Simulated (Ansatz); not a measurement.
CdS:
```cif
data_CdS
_chemical_formula_sum 'Cd1 S1'
_space_group_name_H-M_alt 'P 1'
_space_group_IT_number 1
_cell_length_a 3.85618
_cell_length_b 3.85618
_cell_length_c 3.85618
_cell_angle_alpha 60.000
_cell_angle_beta 60.000
_cell_angle_gamma 60.000
loop_
_space_group_symop_operation_xyz
  'x, y, z'
loop_
_atom_site_label
_atom_site_type_symbol
_atom_site_fract_x
_atom_site_fract_y
_atom_site_fract_z
_atom_site_occupancy
Cd1 Cd 0.00000 0.00000 0.00000 1
S1 S 0.50000 0.50000 0.50000 1
```

Relaxed with r²SCAN.

### Question
Which orbitals make up the states near the band edges in DFT-r²SCAN in the program Ansatz with PAW potentials?

### Answer
Top 1 eV of the valence band: S 3p 92 %, Cd 4d 5 %. Bottom 1 eV of the conduction band: Cd 5s 78 %, S 3p 11 %, outside the projected shells 7 %. Projections are on Löwdin-orthogonalised atomic valence shells; empty p or d shells of many metals are not among them.

### Question
Tabulate the density of states.

### Answer
States/eV per cell of 2 atoms, in 0.25 eV bins, energy from the valence-band maximum.

```csv
E (eV),total,Cd 4d,S 3p,Cd 5s
-7.85,13.84,13.50,0.28,0.02
-7.60,9.69,9.51,0.07,0.01
-7.35,1.52,1.32,0.05,0.01
-7.10,0.88,0.74,0.02,0.00
-6.85,0.04,0.03,0.00,0.00
-6.60,0.00,0.00,0.00,0.00
-6.35,0.00,0.00,0.00,0.00
-6.10,0.00,0.00,0.00,0.00
-5.85,0.00,0.00,0.00,0.00
-5.60,0.00,0.00,0.00,0.00
-5.35,0.00,0.00,0.00,0.00
-5.10,0.00,0.00,0.00,0.00
-4.85,0.23,0.02,0.13,0.07
-4.60,0.69,0.06,0.42,0.20
-4.35,1.01,0.07,0.64,0.27
-4.10,1.97,0.11,1.38,0.40
-3.85,1.96,0.10,1.39,0.36
-3.60,0.73,0.04,0.49,0.14
-3.35,0.48,0.02,0.32,0.09
-3.10,0.85,0.03,0.66,0.10
-2.85,0.86,0.03,0.70,0.07
-2.60,0.98,0.03,0.82,0.07
-2.35,1.20,0.04,1.02,0.08
-2.10,1.42,0.04,1.25,0.06
-1.85,1.48,0.05,1.32,0.05
-1.60,1.50,0.06,1.34,0.04
-1.35,1.53,0.06,1.38,0.03
-1.10,1.57,0.06,1.43,0.02
-0.85,1.64,0.07,1.50,0.01
-0.60,1.46,0.07,1.33,0.01
-0.35,1.45,0.08,1.33,0.00
-0.10,0.97,0.06,0.89,0.00
0.15,0.00,0.00,0.00,0.00
0.40,0.00,0.00,0.00,0.00
0.65,0.00,0.00,0.00,0.00
0.90,0.02,0.00,0.00,0.01
1.15,0.06,0.00,0.00,0.05
1.40,0.10,0.00,0.01,0.08
1.65,0.13,0.00,0.02,0.09
1.90,0.17,0.00,0.03,0.12
2.15,0.22,0.00,0.04,0.14
2.40,0.26,0.00,0.05,0.16
2.65,0.31,0.00,0.07,0.19
2.90,0.38,0.00,0.08,0.22
3.15,0.45,0.00,0.11,0.25
3.40,0.55,0.00,0.13,0.29
3.65,0.71,0.00,0.18,0.37
3.90,0.93,0.01,0.25,0.47
4.15,1.02,0.00,0.24,0.45
4.40,1.19,0.00,0.21,0.41
4.65,0.91,0.00,0.14,0.27
4.90,0.48,0.00,0.08,0.15
5.15,0.14,0.00,0.02,0.03
5.40,0.24,0.00,0.03,0.05
5.65,0.66,0.00,0.07,0.11
```

Space group Fm-3m (rock salt). This is a known high-pressure phase of the composition, computed here at zero pressure and temperature. The r²SCAN relaxation kept the symmetry of its start; phonons on a q-mesh show no instability. Spin–orbit coupling is left out wherever it is not named.

Potentials: the later of the program's two PAW sets.
